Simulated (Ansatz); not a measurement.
A plane-wave DFT run in Ansatz 0.2.0 (scalar-relativistic PAW potentials unless the input names others): input and command.

```yaml
crystal:
  lattice:
    - [-2.6783106807, 2.6783106807, 3.4831021982]
    - [2.6783106807, -2.6783106807, 3.4831021982]
    - [2.6783106807, 2.6783106807, -3.4831021982]
  atoms:
    - { symbol: Ga, position: [0.25, 0.25, 0.0] }
    - { symbol: Ga, position: [0.75, 0.75, 0.0] }
    - { symbol: P, position: [0.6466321611, 0.1466321611, 0.7932643223] }
    - { symbol: P, position: [0.1466321611, 0.3533678389, 0.5] }
    - { symbol: P, position: [0.3533678389, 0.8533678389, 0.2067356777] }
    - { symbol: P, position: [0.8533678389, 0.6466321611, 0.5] }
basis:
  ecutwfc: 420
kpoints:
  mp_grid: { grid: [10, 10, 10] }
hamiltonian:
  xc: pbe
scf:
  max_iter: 80
output:
  forces: true
  eigenvalues: true
  stress: true
```

```bash
ansatz run input.yaml --threads 1 --pin off --max-ram 2560MiB --backend cpu --events-out ev --progress --plain --runs-dir out
```

Q: Will this input run?

A: The program refuses it, because of no occupation method (scf.occupations: {"method": "gaussian", "width": 0.1} → not typed). With the sound run's settings it is accepted.

Abridged log:
```
Error: YAML parse error: `scf.occupations.method` is required: fixed only where the cell keeps a band gap throughout the run, explicit beside scf.occupations.values (under evaluate: without them), else a smearing such as fermi_dirac (scf.occupations.width is optional; its entry in the input reference gives the default)
```